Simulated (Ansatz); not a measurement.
input.yaml (Ansatz 0.2.0):

```yaml
crystal:
  lattice:
    - [-2.227085763, 2.227085763, 2.227085763]
    - [2.227085763, -2.227085763, 2.227085763]
    - [2.227085763, 2.227085763, -2.227085763]
  atoms:
    - { symbol: Eu, position: [0.0, 0.0, 0.0], spin: 8.0 }
basis:
  ecutwfc: 500
  ecutrho_ratio: 4
kpoints:
  mp_grid: { grid: [14, 14, 14] }
  band_path:
    path:
      - [[0.0, 0.0, 0.0], [0.5, -0.5, 0.5], [0.0, 0.0, 0.5], [0.0, 0.0, 0.0], [0.25, 0.25, 0.25], [0.5, -0.5, 0.5]]
      - [[0.25, 0.25, 0.25], [0.0, 0.0, 0.5]]
    npoints: 14
hamiltonian:
  xc: r2scan
scf:
  occupations: { method: gaussian, width: 0.05 }
  n_extra_bands: 15
output:
  forces: true
  stress: true
  eigenvalues: true
  populations: true
  hubbard: { sites: [{ species: Eu, l: f }] }
  dos: { projected: true, de: 0.02, nscf_kmesh: { grid: [21, 21, 21] } }
  bader: true
magnetization:
  spin_polarized: true
checkpoint:
  read: start.run
```

The folder start.run holds the converged state of an earlier run on the same cell; the run starts from that state's density and uses only the symmetry operations that the state has.

Task: Before reading the output: what should come out?

Result: Pressure 0.0 GPa, gap on the mesh zero (metallic), site spin moments Eu 7.27 μB (r²SCAN, scalar-relativistic).

What the program printed, in part:

```
Eu: projections on atomic orbitals take those of the free atom [Kr 4d10] 4f7 5s2 5p6 5d0 6s2, of charge +0.00 (hamiltonian.pseudopotentials.projection_atoms); the dataset's partial waves leave at most 1.0e-3 of an orbital's norm unspanned inside its sphere
scf.n_extra_bands = 15 over 9 filled bands (N_el = 17.0): the run solves 24 bands
Pseudopotentials: kind: paw
Pseudopotential: Eu, paw, valence charge 17, recommended cutoff 500 eV (meta_gga), Eu.paw.azcp
Crystal: 1 atoms, lattice volume = 44.185 Å³
Basis set: ecut = 500 eV, 1061 PW (Γ), exchange–correlation on 120×120×120 points (64 copies of the dense FFT grid, shifted against one another)
Bands: 24, of which v1, the nominal top of the filled ones, is band 9 counted from 1 (8 counted from 0)
Symmetry: 48 space group operations
Space group: Im-3m (ITA 229), of the structure as read, at distance tolerance 3.5e-5 Å
Magnetic group: BNS 229.140 (UNI 1642), of the structure as read, at distance tolerance 3.5e-5 Å
k-points: 104 of 2744
Initial density: read from a saved state, or passed on in memory by an earlier SCF of this step, an earlier step, the calling program or the single point that the run made first
Stability of the state it starts from, as read at its close in the collinear treatment: not read, because the mixer in use, unlike msr1, does not test its closes by its own steps (another_mixer); its run was given moments
Starting moments: Σ|m| = 8 μB on 1 of 1 site; this step starts from the density that it was given
Initial wavefunctions: pseudopotential atomic-orbital guess
Functional: x = r2scan, c = r2scan; τ floored in thin density (d = 2e-4 eV/Å³)
iter 1 solved again at ethr=2.71e-8 eV; its pass at ethr=3.10e-3 eV (dr2=4.60e-6 eV) is discarded
```

SCF trace (energy estimate counted from the last row):
| iteration | ΔE (eV) | density residual (eV) | M (μB) |
| --- | --- | --- | --- |
| 1 | 0.000 | 3.17e-9 | 7.780 |
| 2 | 0.000 | 1.24e-10 | 7.780 |

```
SCF 1 converged in 2 iterations: F = -8780.168642 eV  dr2 = 1.24e-10
NSCF: frozen V_eff on 86 k-points
NSCF: frozen V_eff on 286 k-points
SCF converged after 2 iterations
Magnetization: 7.7798 μB (12.3899 up, 4.6101 down)
Absolute magnetization: 7.7798 μB (∫|ρ↑−ρ↓|, with the PAW one-centre terms)
Per-site moments (μB) at R_I (Å): [(7.27490, 1.59119)]
Free energy (F): -8780.168642 eV
E sigma→0 (E₀):  -8780.167618 eV
Entropy (-TS):   -0.002049 eV (-2.049 meV/atom)
Fermi energy:    8.652095 eV
--- Forces (eV/Å), atoms counted from 1 ---
  atom   1  Eu     0.00000000     0.00000000     0.00000000
--- Stress (GPa, compression-positive) ---
        0.002023       0.000000       0.000000
        0.000000       0.002023       0.000000
        0.000000       0.000000       0.002023
  P = ⅓ Tr σ = 0.0020 GPa (0.020 kbar)
--- Band table (eV; the first three rows and the last of 208) ---
  k-point 0 ↑: bands = ["-34.4651", "-12.4548", "-12.4548", "-12.4548", "3.8132", "7.9671", "7.9671", "7.9671", "8.0746", "8.0746", "8.0746", "8.1053", "10.6573", "10.6573", "10.6573", "12.1660", "12.1660", "18.0688", "18.0688", "18.0688", "23.8559", "23.8559", "24.9130", "24.9130"]
  k-point 1 ↑: bands = ["-34.4636", "-12.4752", "-12.4610", "-12.4550", "3.9312", "7.9660", "7.9687", "7.9710", "8.0689", "8.0716", "8.0718", "8.0970", "10.5633", "10.6077", "10.7805", "12.0285", "12.1702", "18.1818", "18.2942", "18.4010", "22.7308", "23.2278", "24.6980", "24.9710"]
  k-point 2 ↑: bands = ["-34.4595", "-12.5317", "-12.4784", "-12.4554", "4.2732", "7.9630", "7.9716", "7.9831", "8.0541", "8.0549", "8.0657", "8.0870", "10.3181", "10.3742", "11.1393", "11.8497", "12.1936", "18.3994", "18.9289", "19.0723", "21.5545", "22.0852", "24.0137", "25.1500"]
  k-point 103 ↓: bands = ["-30.6090", "-9.9787", "-9.9787", "-9.9787", "8.8021", "8.8021", "13.6477", "13.6477", "13.6477", "14.1626", "14.6010", "14.6010", "14.6010", "15.6073", "15.6073", "15.6073", "15.7844", "15.7844", "15.7844", "18.9280", "24.1131", "24.1131", "25.5323", "31.0430"]
--- Löwdin populations: 1 site ---
  site symbol       q [e]    m [muB]
     0     Eu     16.9472     7.7430
--- Bader charges: 1 site ---
  site symbol  charge [e]  shift [e]    m [muB]
     0     Eu      0.0000     0.0000     7.7798
  estimated error of the sums over rays = 9.1e-7 e
--- Occupation matrices: 1 shell (Löwdin-built; ε = 2.00e-2, provisional) ---
  Eu0 f_4F up     Tr n = 6.8868  λ = 0.972 0.972 0.972 0.992 0.992 0.992 0.995
  Eu0 f_4F dn     Tr n = 0.0017  λ = 0.000 0.000 0.000 0.000 0.000 0.000 0.000
```

It took about 110 core-seconds on a shared host.

Without a U the 4f levels of Eu lie too near the Fermi level, so their share of the states there, and what hangs on it, is overstated. Scalar-relativistic only: spin–orbit splittings of the heavy atoms' levels are missing. The run wasn't fully tested for a lower electronic state. Site moments are of spin, integrated over atomic spheres.
